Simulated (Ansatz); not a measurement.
**Symmetry broken, then relaxed in Ir**

All numbers below come from Ansatz 0.2.0, DFT PBEsol, scalar-relativistic, plane waves, PAW. Settings: plane waves to 420 eV, k-mesh 14×14×14 (Γ-centred), Gaussian smearing 0.15 eV. Spin–orbit coupling is left out, which can shift energies with elements as heavy as these. No spin polarisation. Energies are free energies at this smearing, counted from the undisturbed cell; pressure is positive in compression.

The undisturbed cell (relaxed at this level; this form isn't the usual structure):

```xyz
4
Lattice="-2.7191 0.0000 0.0000 0.0000 4.7095 0.0000 1.3595 -2.3548 -4.4079" Properties=species:S:1:pos:R:3 pbc="T T T"
Ir    0.0000    3.1397   -1.1020
Ir   -1.3595    0.7849   -1.1020
Ir   -1.3595   -0.7849   -3.3059
Ir    0.0000    1.5698   -3.3059
```

The atoms are displaced (Å, in the unstrained cell):

| atom | ux | uy | uz |
| --- | --- | --- | --- |
| Ir1 | -0.005 | 0.010 | 0.015 |
| Ir2 | 0.011 | -0.012 | -0.026 |
| Ir3 | -0.020 | 0.018 | 0.015 |
| Ir4 | 0.014 | -0.016 | -0.005 |

Cell and atoms are then relaxed.

**Question.** Does the relaxation return to the undisturbed structure?

**Answer.** Yes (up to a choice of domain or origin): same space group and volume, and an energy 0.0 meV/atom from it. The disturbance itself cost 7.6 meV/atom. The final space group reads P6_3/mmc (tolerance 0.05 Å) and the volume changes by 0.03 %.

Final structure:

```xyz
4
Lattice="-2.7206 0.0000 0.0000 0.0000 4.7059 -0.0001 1.3603 -2.3529 -4.4099" Properties=species:S:1:pos:R:3 pbc="T T T"
Ir   -0.0001    3.1366   -1.1026
Ir   -1.3604    0.7837   -1.1025
Ir   -1.3603   -0.7836   -3.3074
Ir    0.0000    1.5694   -3.3075
```

The relaxation, step by step (energy from the first step; small jumps at an unchanged geometry come where the plane waves are selected anew for the new cell):

```csv
step,ΔE (meV/atom),largest force component (eV/Å),pressure (GPa)
1,0.0,0.622,0.52
2,-4.7,0.430,0.54
3,-7.6,0.006,-0.42
4,-7.6,0.006,0.31
5,-7.6,0.001,0.00
6,-7.7,0.001,0.00
```